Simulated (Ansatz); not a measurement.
LiF (rock salt) is sheared across one {100} plane: the third cell vector gains the shift, so faults repeat every 6.0 Å. The cut lies between planes 2.00 Å apart; the cell height is held.

```
CELL_PARAMETERS angstrom
      2.82150     0.00000     0.00000
      0.00000     2.82150     0.00000
      1.41075     1.41075     5.98530
ATOMIC_POSITIONS crystal
  F  0.00000 0.00000 0.83333
  F  0.33333 0.33333 0.16667
  F  0.66667 0.66667 0.50000
  Li 0.50000 0.50000 0.83333
  Li 0.83333 0.83333 0.16667
  Li 0.16667 0.16667 0.50000
```

In-plane vectors a = (2.821, 0.000) Å, b = (0.000, 2.821) Å, area 7.96 Å². The shift is x·a + y·b, and the map repeats with period 1 in x and y. The shift is rigid: no atom relaxes. γ = [E(shift) − E(0)] / area.

These are r2SCAN (plane waves to 500 eV, PAW, scalar-relativistic; Ansatz, a first-principles code) values and carry that method's errors. k mesh 10×10×10 (Γ-centred), Fermi-Dirac smearing 0.05 eV. E is the zero-smearing estimate. Faults lie only 6.0 Å apart, and holding the cell height and the atoms raises γ above its relaxed value. LiF was relaxed with its symmetry unable to fall. γ is measured from zero shift.

```tsv
γ·area (meV/cell)	x = 0.000	x = 0.167	x = 0.333	x = 0.500	x = 0.667	x = 0.833
y = 0.000	0	168	534	732	534	168
y = 0.167	168	[?]	796	[?]	796	[?]
y = 0.333	534	796	1365	1675	1365	796
y = 0.500	732	[?]	1675	2031	1675	[?]
y = 0.667	534	796	1365	1675	1365	796
y = 0.833	168	[?]	796	[?]	796	[?]
```

What belongs in the gaps?


- y = 0.167, x = 0.167: 367
- y = 0.167, x = 0.500: 1028
- y = 0.167, x = 0.833: 367
- y = 0.500, x = 0.167: 1028
- y = 0.500, x = 0.833: 1028
- y = 0.833, x = 0.167: 367
- y = 0.833, x = 0.500: 1028
- y = 0.833, x = 0.833: 367

(The slope of γ gives the shear force per area between the displaced halves; near zero shift its curvature is an elastic stiffness.)
